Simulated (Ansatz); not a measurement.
## CaMg₆Cd: what symmetry allows forces and stress to be

```xyz
8
Lattice="5.0232 0.0000 0.0000 0.0000 3.2444 5.5029 0.0000 -3.2444 5.5029" Properties=species:S:1:pos:R:3 pbc="T T T"
Ca    0.0000    0.0000    9.1363
Mg    0.0000   -1.6460    6.4108
Mg    0.0000    1.6460    6.4108
Mg    0.0000    0.0000    3.7161
Mg    2.5116   -1.5513    4.6108
Mg    2.5116    1.5513    4.6108
Mg    2.5116    0.0000    1.8104
Cd    2.5116    0.0000    7.3169
```

Theory: DFT r2SCAN, scalar-relativistic, plane waves, PAW in Ansatz 0.2.0.

Plane waves to 500 eV, a k mesh through Γ of 8×6×6 on the computed 8-atom cell and Gaussian smearing (0.10 eV); no spin polarisation.

This distorted cell has space group Amm2, with 4 operations.

Question: Without a calculation: in which directions can each atom feel a force?

Answer: A force must be left unchanged by every operation that keeps its atom in place, so it lies in the space that those operations leave fixed. Atoms that the group maps onto each other feel forces of one size.
```csv
atom,site symmetry,operations at the site,equivalent to atom,allowed force (Cartesian)
Ca1,mm2,4,1,"along (0.00, 0.00, 1.00)"
Mg2,m..,2,2,"in the plane normal to (1.00, 0.00, 0.00)"
Mg3,m..,2,2,"in the plane normal to (1.00, 0.00, 0.00)"
Mg4,mm2,4,4,"along (0.00, 0.00, 1.00)"
Mg5,m..,2,5,"in the plane normal to (1.00, 0.00, 0.00)"
Mg6,m..,2,5,"in the plane normal to (1.00, 0.00, 0.00)"
Mg7,mm2,4,7,"along (0.00, 0.00, 1.00)"
Cd8,mm2,4,8,"along (0.00, 0.00, 1.00)"
```

That leaves 8 independent force components of 24, tied by 1 condition that the forces sum to zero, so 7 remain. A relaxation in this cell that keeps the symmetry moves the atoms in these directions alone.

Question: And the stress tensor?

Answer: It must be invariant under the point group, which leaves 3 independent components: yz, xz, xy vanish.

Question: Do the computed values obey this?

Answer: Yes. Forces (eV/Å):
```
Ca1  0.000  0.000 -0.014
Mg2  0.000  0.245 -0.026
Mg3  0.000 -0.245 -0.026
Mg4  0.000  0.000  0.044
Mg5  0.000 -0.003  0.043
Mg6  0.000  0.003  0.043
Mg7  0.000  0.000  0.067
Cd8  0.000  0.000 -0.132
```

Stress (GPa, compression positive, xx yy zz yz xz xy): 3.28 2.79 3.67 0.00 0.00 0.00. The program imposes the same operations on density, forces and stress, so this confirms the analysis and is no independent test of the calculation.

Cost: 1 run of about 0.88 core-minutes, on Intel Xeon 6975P-C (Granite Rapids) (shared hosts).